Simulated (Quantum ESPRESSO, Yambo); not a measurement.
# Levels of theory for the gap of Li2SiS3

Li$_{2}$SiS$_{3}$ (space group Cmc2_1, No. 36): one geometry, one set of norm-conserving LDA (Quantum ESPRESSO, 74 Ry, no spin-orbit coupling) orbitals, self-energies from Yambo (2×2×2 Γ-centred k mesh, bands 5 to 324 and a 7 Ry block in the screening, 324 bands in G with the Bruneval-Gonze terminator, plasmon pole fitted at 27.2 eV).

The geometry is that of Materials Project entry mp-1210789, symmetrised and not relaxed again.

```tsv
level	gap (0, 0, -0.5) → (0, 0, -0.5) (eV)	rough Yambo cost
LDA (Quantum ESPRESSO)	3.09	–
exchange only (Hartree-Fock self-energy on LDA orbitals)	10.84	about 1/60 (12 states)
static COHSEX@LDA	5.60	within a factor of two (2 states)
G0W0@LDA, plasmon pole	4.90	1 (12 states)
```

Bare exchange has no screening and gives the widest gap; static COHSEX screens it but leaves out the frequency dependence, which G0W0 restores. The mesh misses a band edge: along a dense path the LDA gap is 2.88 eV against 3.09 eV on the mesh.

Costs are rough ratios of core time on shared machines.

Nearest settings tried, and what they do to the gap: 116 bands in W, 116 bands in G: +44 meV; 6 Ry block (397 vectors against 485): -20 meV. Not varied: mesh. So the settings aren't converged at that level. The k mesh is coarse.

The structure is a Materials Project entry; no match was found in the copy of COD used, and its stability was not checked.
